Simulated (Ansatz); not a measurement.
How much do the gradients of MoS2 with hydrogen replacing S depend on the method?

Cell: a supercell of MoS2 (space group P6_3/mmc) built from a structure deposited in the COD, with the ions relaxed around the defect (PBE).

```cif
data_structure
_symmetry_space_group_name_H-M 'P 1'
_symmetry_Int_Tables_number 1
_cell_length_a 9.5070
_cell_length_b 9.5070
_cell_length_c 12.3240
_cell_angle_alpha 90.000
_cell_angle_beta 90.000
_cell_angle_gamma 120.000
_cell_volume 964.65
loop_
_atom_site_label
_atom_site_type_symbol
_atom_site_fract_x
_atom_site_fract_y
_atom_site_fract_z
_atom_site_occupancy
Mo1 Mo 0.11111 0.22222 0.24959 1
Mo2 Mo 0.11109 0.55548 0.25004 1
Mo3 Mo 0.11109 0.88895 0.25004 1
Mo4 Mo 0.44439 0.22224 0.25004 1
Mo5 Mo 0.44439 0.55548 0.25004 1
Mo6 Mo 0.44444 0.88889 0.25032 1
Mo7 Mo 0.77785 0.22224 0.25004 1
Mo8 Mo 0.77778 0.55556 0.25014 1
Mo9 Mo 0.77785 0.88895 0.25004 1
Mo10 Mo 0.22035 0.11298 0.74964 1
Mo11 Mo 0.22035 0.44070 0.74964 1
Mo12 Mo 0.22235 0.77784 0.74578 1
Mo13 Mo 0.55549 0.11098 0.74578 1
Mo14 Mo 0.55229 0.44281 0.74884 1
Mo15 Mo 0.55549 0.77784 0.74578 1
Mo16 Mo 0.89263 0.11298 0.74964 1
Mo17 Mo 0.89052 0.44281 0.74884 1
Mo18 Mo 0.89052 0.78105 0.74884 1
H19 H 0.11111 0.22222 0.67040 1
S20 S 0.11058 0.55024 0.62164 1
S21 S 0.11058 0.89367 0.62164 1
S22 S 0.43966 0.22275 0.62164 1
S23 S 0.43966 0.55024 0.62164 1
S24 S 0.44444 0.88889 0.61889 1
S25 S 0.78309 0.22275 0.62164 1
S26 S 0.77778 0.55556 0.62318 1
S27 S 0.78309 0.89367 0.62164 1
S28 S 0.22234 0.11099 0.12320 1
S29 S 0.22234 0.44468 0.12320 1
S30 S 0.22236 0.77785 0.12346 1
S31 S 0.55548 0.11097 0.12346 1
S32 S 0.55567 0.44450 0.12334 1
S33 S 0.55548 0.77785 0.12346 1
S34 S 0.88865 0.11099 0.12320 1
S35 S 0.88883 0.44450 0.12334 1
S36 S 0.88883 0.77766 0.12334 1
S37 S 0.11111 0.22222 0.87806 1
S38 S 0.11424 0.55659 0.87500 1
S39 S 0.11424 0.89099 0.87500 1
S40 S 0.44235 0.21909 0.87500 1
S41 S 0.44235 0.55659 0.87500 1
S42 S 0.44444 0.88889 0.87246 1
S43 S 0.77674 0.21909 0.87500 1
S44 S 0.77778 0.55556 0.87437 1
S45 S 0.77674 0.89099 0.87500 1
S46 S 0.22196 0.11137 0.37652 1
S47 S 0.22196 0.44393 0.37652 1
S48 S 0.22200 0.77767 0.37673 1
S49 S 0.55567 0.11133 0.37673 1
S50 S 0.55538 0.44436 0.37665 1
S51 S 0.55567 0.77767 0.37673 1
S52 S 0.88941 0.11137 0.37652 1
S53 S 0.88898 0.44436 0.37665 1
S54 S 0.88898 0.77796 0.37665 1
```

Sites (sets of like atoms) are named by element and the number of their first atom in this list.

First run. The numbers come from a DFT calculation in Ansatz (PBE, plane waves and PAW, scalar-relativistic, 420 eV cutoff, Γ-centred 3×3×2 k-points, Fermi–Dirac smearing 0.01 eV, cell charge +1).

```csv
site,atom,V_zz (10²¹ V/m²),η
Mo1,1,-7.52,0.00
Mo2,2,-7.46,0.00
Mo6,6,-7.42,0.00
Mo8,8,-7.43,0.00
Mo10,10,-10.00,0.63
Mo12,12,-7.17,0.25
Mo14,14,-8.55,0.05
H,19,-0.24,0.00
S20,20,-4.43,0.25
S24,24,-5.11,0.00
S38,38,-6.25,0.40
S42,42,-5.62,0.00
S44,44,-5.43,0.00
S46,46,-5.29,0.01
```

Second run. The same atoms and settings, except that the functional is r2SCAN and the cutoff is 500 eV.

**Question.** What does the second run give?

**Answer.** 

| site | atom | V_zz | η | change of V_zz |
| --- | --- | --- | --- | --- |
| Mo1 | 1 | -7.67 | 0.00 | -0.15 |
| Mo2 | 2 | -7.59 | 0.00 | -0.13 |
| Mo6 | 6 | -7.55 | 0.00 | -0.13 |
| Mo8 | 8 | -7.56 | 0.00 | -0.13 |
| Mo10 | 10 | -10.29 | 0.60 | -0.29 |
| Mo12 | 12 | -7.30 | 0.26 | -0.13 |
| Mo14 | 14 | -8.64 | 0.07 | -0.09 |
| H | 19 | -0.27 | 0.00 | -0.03 |
| S20 | 20 | -4.61 | 0.19 | -0.18 |
| S24 | 24 | -5.28 | 0.00 | -0.17 |
| S38 | 38 | -6.37 | 0.41 | -0.12 |
| S42 | 42 | -5.74 | 0.00 | -0.12 |
| S44 | 44 | -5.56 | 0.00 | -0.13 |
| S46 | 46 | -5.36 | 0.01 | -0.07 |

The largest change of V_zz is on Mo10, from -10.00 to -10.29. In per cent, |V_zz| changes by +1 to +3 on Mo, +1 to +4 on S (all sites that start above 2). The table leaves out 7 of the 21 sites, with |V_zz| up to 6.01; their tensors move by 0.12 at most along any direction. The statements above cover all sites.

The run isn't spin-polarised, and a state with spin may lie lower. The defect repeats with the cell of 54 atoms, so it feels its images: sites between two images don't show the values beside a lone defect, and zeros or small values of η there can come from the images' arrangement. Mo and S carry a gradient in the pure host already, so the values there aren't the defect's effect alone. The relaxation keeps the site symmetry 3m of the start, so the impurity can move only along its axis; a distortion that would localise the partly filled state isn't explored. A uniform background compensates the cell's charge. The defect cell has no gap above 0.1 eV on its mesh, so the values can hang on the smearing and the k-mesh. Without spin–orbit coupling (the program notes it for Mo) the gradients can shift somewhat, as the gap is small.
